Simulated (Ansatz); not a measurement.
# ¹⁷O NMR of the central transition in NaCaScS₃O₁₂

Cell: a computed structure from the Materials Project (it need not be an observed phase), atoms as given.

Space group R3c:H (No. 161); a = 8.9724, c = 23.8416 Å, γ = 120.00°.

| site | Wyckoff | site symmetry | x | y | z |
| --- | --- | --- | --- | --- | --- |
| Na | 6a | 3. | 0.0000 | 0.0000 | 0.5009 |
| Ca | 6a | 3. | 0.0000 | 0.0000 | 0.6487 |
| Sc | 6a | 3. | 0.0000 | 0.0000 | 0.3495 |
| S | 18b | 1 | 0.3244 | 0.9575 | 0.4164 |
| O13 | 18b | 1 | 0.0121 | 0.2119 | 0.6992 |
| O19 | 18b | 1 | 0.9730 | 0.7894 | 0.3007 |
| O25 | 18b | 1 | 0.8071 | 0.0090 | 0.5892 |
| O31 | 18b | 1 | 0.1633 | 0.9696 | 0.4115 |

One atom of each set is listed; the run and its k-mesh use a cell of 36 atoms with edges of 9.49, 9.49, 9.49 Å.

The numbers come from a DFT calculation in Ansatz (r2SCAN, plane waves and PAW, scalar-relativistic, 500 eV cutoff, Γ-centred 3×3×3 k-points, Fermi–Dirac smearing 0.02 eV).

¹⁷O has I = 5/2 and Q = -25.58 mb (Pyykkö 2018); at 18.8 T its Larmor frequency is ν₀ = 108.6 MHz. Only the quadrupole interaction is simulated: positions count from each site's isotropic chemical shift, and J coupling is left out, as are shift anisotropy and dipolar coupling, which fast spinning averages.

(1) What does the ¹⁷O spectrum (fast magic-angle spinning) show for each site?

## Answers

(1) 

| site | first shell | C_Q (MHz) | η | P_Q (MHz) | δ_QIS (ppm) | breadth (kHz) |
| --- | --- | --- | --- | --- | --- | --- |
| O13 | 1 S at 1.46 Å, 1 Ca at 2.21 Å, angle 155° | -8.19 | 0.06 | 8.20 | -34.2 | 8.12 |
| O19 | 1 S at 1.51 Å, 1 Sc at 2.13 Å, angle 157° | -9.33 | 0.05 | 9.33 | -44.3 | 10.5 |
| O25 | 1 S at 1.47 Å, 1 Ca at 2.27 Å, angle 147°; also 1 Na at 2.75 Å | -8.58 | 0.09 | 8.59 | -37.6 | 8.98 |
| O31 | 1 S at 1.51 Å, 1 Sc at 2.19 Å, angle 142°; also 1 Na at 2.68 Å | -9.10 | 0.19 | 9.15 | -42.6 | 10.4 |

δ_QIS = −(ν_Q²/30ν₀²)[I(I+1) − 3/4](1 + η²/3) × 10⁶ ppm with ν_Q = 3|C_Q|/[2I(2I−1)]; it falls as 1/B₀² in ppm, and the breadth as 1/B₀ in kHz.

At O13, O19, O25 and O31 V_zz points along the shorter of its two bonds, to S (within 5°) in each case.

The largest force is 0.5 eV/Å, so the atoms aren't at the calculated equilibrium and relaxing them would move these values.

The run took 2.7 min of wall time (2.7 min of CPU time) and 2.5 GiB at its peak, on 1 thread of Intel Xeon Platinum 8259CL CPU @ 2.50GHz (Skylake/Cascade Lake) (x86_64; 4 cores open to the job, memory cap 2.5 GiB, no GPU), a shared host with a load of 0.7 a core.
